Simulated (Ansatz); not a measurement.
The relaxed structure here is a generated cell of AlPt: the first start was made by placing the elements on the sites of a structure type, and the end was not matched to a known phase here, so it may be hypothetical.

One starting cell of AlPt (a generated cell, AlPt built in the AFLOW prototype AB_oF8_69_a_b (B24, as in TlF)) was relaxed twice with Ansatz (plane waves, PAW, scalar-relativistic): with PBEsol at 420 eV and with PBE at 420 eV. The PBEsol result:

Space group Fm-3m (No. 225); a = b = c = 5.0810 Å, α = β = γ = 90.00°

```json
[
 {"atom": "Pt", "site": "4a", "symmetry": "m-3m", "x": "0.0000", "y": "0.0000", "z": "0.0000"},
 {"atom": "Al", "site": "4b", "symmetry": "m-3m", "x": "0.5000", "y": "0.5000", "z": "0.5000"}
]
```
(The calculation used a cell of 2 atoms; values per cell refer to that cell.)

```json
[
 {"quantity": "space group", "PBEsol": "Fm-3m", "PBE": "Fm-3m"},
 {"quantity": "volume (Å³/atom)", "PBEsol": "16.40", "PBE": "16.93"},
 {"quantity": "a (Å)", "PBEsol": "5.081", "PBE": "5.136"},
 {"quantity": "gap (eV, no spin-orbit coupling)", "PBEsol": "0.00", "PBE": "0.00"}
]
```

Both levels end in the same structure; PBE's volume is 3.3 % larger. Neither column is exact.

No spin polarisation in the result.

The run could not lose the symmetry of its start: the end is stationary, and may be a saddle point rather than a minimum.

All atoms sit on sites fixed by symmetry, so only the cell could relax.

Ansatz is a program for electronic structure.
